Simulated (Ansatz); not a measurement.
**ZnCu$_{2}$O$_{4}$: computed property card**

ZnCu2O4:
```
ZnCu2O4
1.0
   -2.67541     2.67541     5.07725
    2.67541    -2.67541     5.07725
    2.67541     2.67541    -5.07725
Zn Cu O
2 4 8
Direct
  0.00000   0.00000   0.00000
  0.75000   0.25000   0.50000
  0.37500   0.62500   0.25000
  0.37500   0.62500   0.75000
  0.37500   0.12500   0.75000
  0.87500   0.62500   0.25000
  0.14669   0.37520   0.77149
  0.12520   0.85372   0.72851
  0.60372   0.37520   0.22851
  0.12520   0.39669   0.27149
  0.60331   0.87480   0.72851
  0.62480   0.85331   0.22851
  0.14628   0.87480   0.27149
  0.62480   0.39628   0.77149
```

Space group I4_1/amd (No. 141); conventional cell a = b = 5.3508 Å, c = 10.1545 Å, α = β = γ = 90.00°.

Method: LDA (plane waves, PAW; program Ansatz). Structure relaxed to zero pressure with the same functional. Other levels are named where they apply.

Cell and energy:

- Volume per atom: 10.38 Å³
- Density: 5.86 g/cm³
- Formation energy from the elements (no fitted shifts): -0.80 eV/atom

Electronic structure:

* **Band gap**: 0.26 eV (indirect)
* **Valence-band maximum**: at Γ
* **Conduction-band minimum**: on the P–N line, 15 % of the way from P (8 equivalent valleys)
* **Smallest direct gap on the standard path**: 0.44 eV
* **Hole effective mass**: 0.89, 2.1, 2.1 mₑ (principal values)

Mechanics:

* **Bulk modulus (Birch–Murnaghan fit)**: 89.6 GPa
* **Pressure derivative B′**: 8.8

Phonons:

* **Highest zone-centre frequency (without LO–TO term)**: 703 cm^-1
* **Zone-centre stability**: no imaginary mode at Γ

The workflow started from a Materials Project entry (that database holds measured and hypothetical structures alike); the Crystallography Open Database copy checked does not list it. Whether it is the stable phase at ambient conditions was not checked. The LDA relaxation kept the symmetry of its start. The run is not spin-polarised. No Hubbard U is applied. The references are the lowest solids computed at this level, not always the standard phases (solids in place of the gases).

Potentials: the later of the program's two PAW sets.
